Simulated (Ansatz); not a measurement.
A geometry of Pd away from equilibrium: step 13 of the relaxation of a generated trial cell of Pd in the AFLOW prototype A_hR2_166_c (A7, as in As). Level of theory: r2SCAN (plane waves to 500 eV, PAW, scalar-relativistic; Ansatz, an electronic-structure program). Γ-centred k-mesh 12×12×12 on the run's cell (coarser than for final values), Fermi–Dirac smearing 0.05 eV.

```xyz
2
Lattice="1.4196 0.8196 4.2129 -1.4196 0.8196 4.2129 0.0000 -1.6393 4.2129" Properties=species:S:1:pos:R:3 pbc="T T T"
Pd     0.0000     0.0000     3.1597
Pd     0.0000     0.0000     9.4790
```

**Question.** Which atoms carry the largest force, and which way does it point?

**Answer.** No atom: all forces are below 0.005 eV/Å; only the cell is out of equilibrium.

**Question.** What is the pressure?

**Answer.** +4.5 GPa, compression positive.

**Question.** How much energy per atom can still be gained by relaxing?

**Answer.** 0.04 eV/atom; the path ends in Fm-3m (No. 225) (fcc (Cu type)).

No spin polarisation in the result.

The run could not lose the symmetry of its start.
